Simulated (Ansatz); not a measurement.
ZnO (wurtzite, P6_3mc), LDA (plane waves, PAW; program Ansatz). The conduction-band minimum lies at Γ, with 1 equivalent valley. Second derivatives d²E/dk² of the lowest band at one valley (eV·Å²), along Cartesian directions:

| direction | d²E/dk² |
|---|---|
| [100] | 51.29 |
| [010] | 51.29 |
| [001] | 50.59 |
| [110] | 51.29 |
| [101] | 50.94 |
| [011] | 50.94 |

Task: Find the principal effective masses, the density-of-states mass and the conductivity mass.

Result: Off-diagonal terms follow from H_xy = H[110] − (H_xx + H_yy)/2, and m*/mₑ = 7.620 eV·Å² over each eigenvalue: 0.15, 0.15, 0.15. One valley's DOS mass (m₁m₂m₃)^(1/3) = 0.15, conductivity mass 3/(Σ 1/mᵢ) = 0.15 mₑ.

Task: What effective density of states Nc follows at 300 K for parabolic valleys?

Result: Nc = 2.509e19 × 1 × (0.15)^(3/2) ≈ 1.5e18 cm⁻³.

Task: With the computed static dielectric constant 9.70 (mean of the diagonal), estimate a hydrogenic donor's binding energy and radius.

Result: E = 13.606 eV × 0.15/9.70² ≈ 22 meV; a = 0.529 Å × ε/m* ≈ 34 Å. Semilocal masses tend to be too small where the gap is.

The cell was relaxed with LDA under the symmetry of its start; phonons on a q-mesh show no instability.

Potentials: the later of the program's two PAW sets.
